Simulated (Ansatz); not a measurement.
SiW:
```
CELL_PARAMETERS angstrom
      3.14414     0.00000     0.00000
     -1.57207     2.72290     0.00000
      0.00000     0.00000     3.51657
ATOMIC_POSITIONS crystal
  W  0.00000 0.00000 0.00000
  Si 0.66667 0.33333 0.50000
```

Relaxed with PBE. Special points in fractions of this cell's reciprocal vectors: Γ (0.000, 0.000, 0.000); M (0.500, 0.000, 0.000); K (0.333, 0.333, 0.000); A (0.000, 0.000, 0.500); L (0.500, 0.000, 0.500); H (0.333, 0.333, 0.500).

Problem. List the band energies nearest the Fermi level at these points for the program Ansatz at the PBE level (PAW).

Solution. In eV from the Fermi level; about four levels below and three above (degenerate sets whole), none deeper than 8.9 eV; points with the same levels are listed once.

```json
[
 {"k": "Γ", "below": "-3.84 -1.37 -1.37", "above": "0.13 1.35 1.35"},
 {"k": "M", "below": "-8.08 -5.88 -3.31 -3.12", "above": "0.39 1.97 3.50"},
 {"k": "K", "below": "-5.58 -3.99 -2.83 -1.31", "above": "1.66 2.03 2.66"},
 {"k": "A", "below": "-0.75 -0.75 -0.40 -0.40", "above": "0.85 6.39 6.39"},
 {"k": "L", "below": "-4.91 -3.80 -2.10 -0.68", "above": "1.70 3.21 5.31"},
 {"k": "H", "below": "-5.27 -3.92 -1.92 -1.10", "above": "1.77 3.31 5.96"}
]
```

Space group P-6m2. A made-up cell: these elements were put on the sites of a structure type; neither database checked (COD, Materials Project) lists it. Its standing as an ambient phase is unchecked. The PBE relaxation kept the symmetry of its start; whether a distortion lowers the energy is not shown. The run is not spin-polarised. Scalar-relativistic: spin–orbit coupling is off unless named, which matters more the heavier the elements.

Potentials: the later of the program's two PAW sets.
